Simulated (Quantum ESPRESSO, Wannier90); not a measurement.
**MgO (rock salt): Wannier90 run**

```
MgO
1.0
    0.00000     2.09700     2.09700
    2.09700     0.00000     2.09700
    2.09700     2.09700     0.00000
Mg O
1 1
Direct
  0.00000   0.00000   0.00000
  0.50000   0.50000   0.50000
```

Cell from Materials Project (mp-1265), symmetrised, no further relaxation. COD (Crystallography Open Database) has an entry of this formula and space group (matched by these alone). Level: LDA, no spin polarisation, no spin-orbit coupling; pw.x of Quantum ESPRESSO at 68 Ry with PseudoDojo potentials, 12×12×12 k-points, Wannier90. Density: 12×12×12 mesh, cold smearing 0.01 Ry.

Energies are relative to the valence-band maximum.

**Bands.** A Kohn-Sham gap of 4.81 eV opens above band 8. 4 filled groups are cut off by gaps; the highest, bands 6–8, spans -4.73 to 0.00 eV and is O 2p 92 %, Mg 3s 5 %.

**Valence functions.** The best of several starts gives 4 functions with Ω_total = 2.81 Å², 82 % of it gauge-invariant: 4 of 0.70 Å² at 0.35 Å from O.

**Model.** 8 functions (Mg sp, O sp) from bands 5-19, frozen to 6.31 eV, reach Ω_I = 5.42 Å² and follow pw.x to 0.5 meV rms (states up to 5.8 eV relative to the valence-band maximum).

**Frozen window.** Edge, Ω_I and misfit go 5.3 eV, 5.42 Å², 0.7 meV; 6.3 eV, 5.42 Å², 0.5 meV; 8.3 eV, 5.56 Å², 1.0 meV. Ω_I never falls as the edge rises, since each frozen state takes freedom from the choice of the smoothest subspace.

**No window.** Without a frozen window Ω_I drops to 4.75 Å² while the misfit grows to 815 meV: a small spread is no proof of good bands.

**Outer window.** The setting "outer window to 20.86 eV" raises Ω_I to 8.90 Å², as fewer states are left to mix in, and the misfit goes to 0.8 meV.
